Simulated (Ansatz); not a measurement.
ScIr3:
```yaml
crystal:
  lattice:
    - [-1.97584, 1.97584, 3.94789]
    - [1.97584, -1.97584, 3.94789]
    - [1.97584, 1.97584, -3.94789]
  atoms:
    - { symbol: Ir, position: [0.50000, 0.50000, 0.00000] }
    - { symbol: Ir, position: [0.75000, 0.25000, 0.50000] }
    - { symbol: Ir, position: [0.25000, 0.75000, 0.50000] }
    - { symbol: Sc, position: [0.00000, 0.00000, 0.00000] }
```

Relaxed with PBE. Special points in fractions of this cell's reciprocal vectors: Γ (0.000, 0.000, 0.000); X (0.000, 0.000, 0.500); P (0.250, 0.250, 0.250); N (0.000, 0.500, 0.000); M (0.500, 0.500, -0.500); S (0.313, 0.687, -0.313); S0 (-0.313, 0.313, 0.313); R (-0.125, 0.125, 0.500); G (0.500, 0.500, -0.125).

Q: List the band energies nearest the Fermi level at these points for the program Ansatz at the PBE level (PAW).

A: In eV from the Fermi level; about four levels below and three above (degenerate sets whole), none deeper than 8.9 eV; points with the same levels are listed once.

```tsv
k	below	above
Γ	-1.18 -1.18 -1.17 -0.82	0.15 1.80 2.72
X	-1.61 -1.56 -1.01 -0.71	0.03 0.24 0.56
P	-1.11 -1.11 -1.09 -0.53	0.44 2.61 2.61
N	-1.91 -1.16 -1.12 -1.01	0.63 0.98 1.15
M	-2.18 -1.13 -1.13 -0.94	0.16 0.16 0.29
S	-1.41 -1.38 -0.95 -0.78	0.09 0.59 1.17
R	-1.79 -1.35 -0.25 -0.03	0.07 0.15 0.74
```

Space group I4/mmm. The cell is a constructed one: a structure type filled with these elements; neither database checked (COD, Materials Project) lists it. Its standing as an ambient phase is unchecked. The cell was relaxed with PBE under the symmetry of its start; whether a distortion lowers the energy is not shown. The run is not spin-polarised. Scalar-relativistic: spin–orbit coupling is off unless named, which matters more the heavier the elements.

Potentials: the earlier of the program's two PAW sets.
